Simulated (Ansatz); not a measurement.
SiC2 in space group P4_2/mmc (No. 131; Si on 2e, C on 4i) under volume change, the program Ansatz at the PBE level (PAW), shape and atoms relaxed at each volume.

| V (Å³/atom) | E − E(relaxed) (meV/atom) | P (GPa) |
|---|---|---|
| 10.569 | 53.6 | 17.62 |
| 10.917 | 22.8 | 10.89 |
| 11.266 | 5.5 | 5.13 |
| 11.614 | 0.0 | -0.01 |
| 11.963 | 5.0 | -4.37 |
| 12.311 | 18.5 | -8.02 |
| 12.660 | 39.6 | -11.29 |

**Question.** What does a third-order Birch–Murnaghan fit give for V₀, B₀ and B′?

**Answer.** V₀ = 11.62 Å³/atom, B₀ = 155 GPa, B′ = 3.9.

The start of the workflow was typed in or built on a structure type; neither database checked (COD, Materials Project) lists it. Its standing as an ambient phase is unchecked. Symmetry was held in the PBE relaxation; its stability against distortions is not shown here. Its formation energy is positive at this level, so the cell may be metastable or incomplete.

Potentials: the earlier of the program's two PAW sets.
